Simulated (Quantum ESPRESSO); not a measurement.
## PAlSi2C4 (a curve over one atom's position)

Computed values, not a measurement. The program is pw.x of Quantum ESPRESSO 7.5 (plane-wave density functional theory). The cell is made up: 8 atoms on a zincblende/diamond lattice, with randomly drawn elements, strain and displacements, not relaxed. PseudoDojo standard norm-conserving files (v0.5 for PBE, v0.4.1 for LDA and PBEsol) set the functional; there is no spin polarisation, spin-orbit coupling or dispersion term, and the masses in the input are unused placeholders.

Seven runs move atom 5 (C, counted in the order of the input) along y and keep all else fixed.

Input of the run at -0.0281:

```
&control calculation='scf', pseudo_dir='./dojo.nc.sr.pbe.v0_5.standard.upf', outdir='./o', disk_io='medium', tprnfor=.true., tstress=.true. /
&system ibrav=0, nat=8, ntyp=4, nbnd=22, ecutwfc=82.02448710, nosym=.true., tot_charge=0,
 occupations='smearing', smearing='fd', degauss=0.0018374661
/
&electrons conv_thr=7.350e-09, electron_maxstep=60, /
ATOMIC_SPECIES
Al 1.0 Al.upf
C 1.0 C.upf
P 1.0 P.upf
Si 1.0 Si.upf
CELL_PARAMETERS angstrom
4.5178 -0.0354 -0.045
-0.0354 4.5092 -0.0533
-0.045 -0.0533 4.4465
ATOMIC_POSITIONS angstrom
P -0.0258 -0.0261 0.0261
Al -0.0708 2.2433 2.1786
Si 2.2223 0.0141 2.2248
Si 2.1867 2.2371 -0.0199
C 1.0649 1.1041 1.0845
C 1.0929 3.2725 3.2808
C 3.3229 1.0528 3.26
C 3.3281 3.3861 1.0101
K_POINTS automatic
4 4 4 1 1 1
```

```
shift of atom 5 along y (Å)  free energy less that of the input shown (eV)  Fx on atom 5 (eV/Å)  Fy on atom 5 (eV/Å)  Fz on atom 5 (eV/Å)  pressure (GPa)  iterations
                    -0.0921                                        -0.0454                0.437               -0.102               -0.937           -9.63          12
                    -0.0428                                        -0.0173                0.552               -1.038               -0.985           -9.50          12
                    -0.0281                                         0.0000                0.588               -1.316               -0.999           -9.43          12
                    +0.0343                                         0.1188                0.749               -2.489               -1.056           -8.99          12
                    +0.0445                                         0.1452                0.777               -2.678               -1.066           -8.89          12
                    +0.0729                                         0.2286                0.855               -3.200               -1.092           -8.60          12
```

Question: one run is left out of the table, at -0.0633. Estimate its Fy on atom 5 (eV/Å).

Answer: -0.649. The whole row:

```
shift of atom 5 along y (Å)  free energy less that of the input shown (eV)  Fx on atom 5 (eV/Å)  Fy on atom 5 (eV/Å)  Fz on atom 5 (eV/Å)  pressure (GPa)  iterations
                    -0.0633                                        -0.0346                0.503               -0.649               -0.965           -9.57          12
```

A cubic fit gives dFy/dy = -18.82 eV/Å² at zero shift. Across the table the free energy follows the integral of the force to within 0.1 meV. A rerun of one of the cells at 1347 eV and a 6 x 6 x 6 mesh moved values by no more than 0.007 eV in energy, 0.06 GPa in stress and 0.002 eV/Å in force.